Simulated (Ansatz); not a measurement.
Here is the system:

MgH2:
```yaml
crystal:
  lattice:
    - [4.42932, 0.00000, 0.00000]
    - [0.00000, 4.42932, 0.00000]
    - [0.00000, 0.00000, 2.97313]
  atoms:
    - { symbol: Mg, position: [0.00000, 0.00000, 0.00000] }
    - { symbol: Mg, position: [0.50000, 0.50000, 0.50000] }
    - { symbol: H, position: [0.30432, 0.30432, 0.00000] }
    - { symbol: H, position: [0.19568, 0.80432, 0.50000] }
    - { symbol: H, position: [0.69568, 0.69568, 0.00000] }
    - { symbol: H, position: [0.80432, 0.19568, 0.50000] }
```

This is the LDA-relaxed structure.

Q: All from the program Ansatz at the LDA level (PAW), unless another level is named. Give the Born charges (a third of the trace).

A: Mg +1.87, H -0.93 e.

Q: Next, the static dielectric constant ε0 (ions relaxed, cell fixed)?

A: 11.8 (xx = yy), 8.38 (zz).

Q: Next, the electronic dielectric constant ε∞ (DFPT)?

A: 4.26 (xx = yy), 4.31 (zz).

Space group P4_2/mnm (rutile). The cell was relaxed with LDA under the symmetry of its start; phonons on a q-mesh show no instability.

Potentials: the later of the program's two PAW sets.
